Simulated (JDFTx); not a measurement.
System: Al(100) (Fm-3m bulk; lattice of mp-134, not re-optimised at this level), c(2×2) cell of 8 atoms in 4 planes, area 16.31 Å² a face, 6.1 Å between the outermost planes in a cell 25.1 Å high; k mesh 6×6×1, Fermi width 0.01 Ha, no spin polarisation.

Adsorbate: CH3 on both faces at 0.50 monolayer, started ontop and relaxed in vacuum, keeping the symmetry of the start.

All numbers are PBE-D3(BJ), GBRV ultrasoft potentials, plane waves to 20/100 Ha results from a modified build of JDFTx, not measurements. The adsorption energy per CH3 is [E(slab + 2 CH3) − E(slab)]/2 − (E(CH4) − ½ E(H2)), with the gas molecules relaxed at the same level and slab energies taken as (E + F)/2, the usual estimate of zero smearing. In reaction energies these potentials put H₂ about 0.03 eV too high against large-basis PBE. No zero-point energy or vibrational entropy is included. Both faces are alike, and the cell allows no reconstruction beyond its size.

Predict the adsorption energy and the geometry, and the change of the work function.

0.51 eV. C sits 2.01 Å above the highest substrate atom, bound to 1 Al at 2.01 Å; C–H is 1.10 Å. The work function goes from 4.35 to 4.30 eV. In linear PCM (GLSSA13), water, 1 M KF, at zero charge, the adsorption energy is 0.50 eV and the potential of zero charge moves from -0.35 to -0.48 V vs SHE (4.44 V convention).
